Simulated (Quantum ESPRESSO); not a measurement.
Inputs of pw.x and gipaw.x (a modified build of Quantum ESPRESSO, PBE) for BN; the starting potential comes from an earlier run on another mesh:

```
&CONTROL
  calculation = 'scf'
  prefix = 'x'
  pseudo_dir = './pseudo'
  outdir = './out'
  tprnfor = .true.
/
&SYSTEM
  ibrav = 0
  nat = 2
  ntyp = 2
  ecutwfc = 50
  ecutrho = 200
  occupations = 'fixed'
  nbnd = 4
/
&ELECTRONS
  conv_thr = 1e-11
  startingpot = 'file'
/
ATOMIC_SPECIES
B 10.810 B.GGA_PBE-JTH.UPF
N 14.007 N.GGA_PBE-JTH.UPF
CELL_PARAMETERS angstrom
   -0.000000000000     1.849260000000     1.794870000000
    1.794870000000     0.000000000000     1.794870000000
    1.794870000000     1.849260000000    -0.000000000000
ATOMIC_POSITIONS crystal
B      0.000000000000     0.000000000000     0.000000000000
N      0.750000000000     0.750000000000     0.750000000000
K_POINTS automatic
7 7 7 1 1 1
```

```
&INPUTGIPAW
  job = 'nmr'
  prefix = 'x'
  tmp_dir = './out/'
  restart_mode = 'from_scratch'
  pawproj(1) = .true.
  pawproj(2) = .true.
  use_nmr_macroscopic_shape = .false.
/
```

The cell was made here from a computed Materials Project entry: strained by +2 % along the cube axis and by -1 % across it, atoms relaxed (PBE without dispersion, pw.x of Quantum ESPRESSO, symmetry kept). The parent is BN in F-43m. Stability against distortions was not tested.

**Question.** What does gipaw.x print for the total shieldings?

**Answer.** 
```
     Total NMR chemical shifts in ppm: ---------------------------------------
     (adopting the Simpson convention for anisotropy and asymmetry)-----------

     Atom  1  B   pos: (  0.000000  0.000000  0.000000)  Total sigma:          82.46
            83.6834         -0.0000         -0.0000
            -0.0000         80.0147          0.0000
            -0.0000          0.0000         83.6834

     B       1    anisotropy:     -3.67    eta:    0.0000
     B       1    sigma_11=     83.68
     B       1    sigma_22=     83.68
     B       1    sigma_33=     80.01

     Atom  2  N   pos: (  1.044713  1.076371  1.044713)  Total sigma:         191.10
           196.9318         -0.0000         -0.0000
            -0.0000        179.4267         -0.0000
            -0.0000         -0.0000        196.9318

     N       2    anisotropy:    -17.51    eta:    0.0000
     N       2    sigma_11=    196.93
     N       2    sigma_22=    196.93
     N       2    sigma_33=    179.43
```
The printed anisotropy is 3/2 (σ_33 − σ_iso) in the program's own order; the axes are left out here. Anisotropies that symmetry doesn't fix are less certain than the isotropic values. Shieldings are absolute and leave out the bulk-susceptibility term; a larger σ means a smaller chemical shift. By our sweeps, such settings leave a few ppm in absolute σ.
